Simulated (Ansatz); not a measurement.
## Notes on Nb3Tl

```
CELL_PARAMETERS angstrom
5.29357 0.00000 0.00000
0.00000 5.29357 0.00000
0.00000 0.00000 5.29357
ATOMIC_POSITIONS crystal
Nb 0.25000 0.00000 0.50000
Nb 0.50000 0.75000 0.00000
Nb 0.75000 0.00000 0.50000
Nb 0.50000 0.25000 0.00000
Nb 0.00000 0.50000 0.75000
Nb 0.00000 0.50000 0.25000
Tl 0.00000 0.00000 0.00000
Tl 0.50000 0.50000 0.50000
```

Single point in Ansatz 0.2.0 with PBE, no spin polarisation. Cutoff 420 eV, PAW datasets, 7×7×7 Γ-centred k mesh, fermi-dirac filling (width 0.1 eV).

Problem. Metal or insulator?

Solution. It is a metal, with about 12 states/eV a cell as the mean within 0.25 eV of the Fermi level, mostly Nb d (85 %).

Problem. Is it stable against the elements?

Solution. 0.21 eV an atom against the elements' usual phases (free molecules for gases, crystals otherwise, with no correction for O₂ or N₂), so at this geometry it isn't bound against them. Relaxing would lower it.

Problem. Is the cell too large or too small?

Solution. The pressure is 5.2 GPa (compression positive), so with the atoms held at these fractions the cell would first expand.

Problem. How is the charge shared?

Solution. Bader charges in e: Nb +0.33, Tl -1.00. In the mean Nb gives up most and Tl takes most.

Origin: a database entry at a rescaled volume. Caveats: many states at the Fermi level without spin polarisation, so a magnetic state may lie lower.
